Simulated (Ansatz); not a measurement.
LaCl:
```yaml
crystal:
  lattice:
    - [2.02877, 1.17131, 9.32266]
    - [-2.02877, 1.17131, 9.32266]
    - [0.00000, -2.34262, 9.32266]
  atoms:
    - { symbol: La, position: [0.21887, 0.21887, 0.21887] }
    - { symbol: La, position: [0.78113, 0.78113, 0.78113] }
    - { symbol: Cl, position: [0.38569, 0.38569, 0.38569] }
    - { symbol: Cl, position: [0.61431, 0.61431, 0.61431] }
```

Relaxed with r²SCAN+D4.

Q: Map the electron localisation function on the plane through (0.219, 0.219, 0.219) spanned by u = [1, 0, 0] and v = [-1, 1, 1] in lattice vectors, from the program Ansatz at the r²SCAN+D4 level (PAW).

A: x is the fraction of u, y of v (the angle between them is 41°; rows are the nearest grid lines); atoms in the plane: La at (0.00, 0.00), La at (0.12, 0.56), Cl at (0.33, 0.17), Cl at (0.79, 0.40).
```
|0058861000000025778876310124566522588500|
|6225887300000000023554310013578875336986|
|8766888510000000000122110002467887533688|
|3578998741000000000000000000135778764213|
|1001356541000000000000000000000123444321|
|1000011222110000000000000000000000122211|
|3100012233321100000000000000000000013443|
|8875311356777542000000000000000000014788|
|8877887324788876310001111000000000002688|
|8851038984246877531013566653100000000268|
|7983002898423676542113677777530000000037|
|1589730168852135543102578899987620000001|
|0014798878886212444300258898889987400000|
|0000013688887411356521014788744799873000|
|0001111135665321257753112588862279987300|
|0002466653110000147898641126888757899840|
|5000378899886410014799997411257899999875|
|7400037899888887411289999852000146888887|
|6510016899877888741158999863100001367776|
|1210000489985137887312467875211344321111|
|3100000026899865788820123555311478888863|
|9862000000158999889862101244431158886689|
|6887200000014789999874101234542137885226|
|0058861000000025778876310124566522588500|
```
Scale: ten equal steps from 0.001 (start of '0') to 0.952 (end of '9'), in the order '0123456789'; x runs from 0.000 to 1.00, y from 0.000 (bottom) to 1.00 (top).

The density is the valence pseudo-density with augmentation charge, so density and ELF within about 1 Å of a nucleus are not all-electron values.

Space group R-3m. The workflow started from an entry of the Crystallography Open Database (COD). Whether it is the stable phase at ambient conditions was not checked. The cell was relaxed with r²SCAN+D4 under the symmetry of its start; whether a distortion lowers the energy is not shown. Spin–orbit coupling is left out wherever it is not named.

Potentials: the later of the program's two PAW sets.
